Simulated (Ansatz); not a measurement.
HfB2:
Space group P6/mmm (No. 191); a = 3.103 Å, b = 3.103 Å, c = 3.422 Å, α = 90.00°, β = 90.00°, γ = 120.00°

| atom | site | symmetry | x | y | z |
|---|---|---|---|---|---|
| Hf | 1a | 6/mmm | 0.0000 | 0.0000 | 0.0000 |
| B | 2d | -6m2 | 0.3333 | 0.6667 | 0.5000 |

Relaxed at zero pressure with plane-wave PAW LDA (Ansatz code).

Q: The volume is lowered by 6 % and shape and atoms relax at that volume. What pressure results, and how do the axes share the change?

A: 19.1 GPa; a -1.9 %, b -1.9 %, c -2.3 %; the energy rises by 32 meV/atom.

Q: Give the new structure.

A: 
Space group P6/mmm (No. 191); a = b = 3.0442 Å, c = 3.3425 Å, α = β = 90.00°, γ = 120.00°

```
atom  site  symmetry       x       y       z
----  ----  --------  ------  ------  ------
Hf      1a     6/mmm  0.0000  0.0000  0.0000
B       2d      -6m2  0.3333  0.6667  0.5000
```

The phase is kept; no other phase was compared at this pressure.

The cell was relaxed with LDA under the symmetry of its start; of distortions, only those at the zone centre were tested. The run is not spin-polarised. Spin–orbit coupling is left out wherever it is not named.

Potentials: the later of the program's two PAW sets.
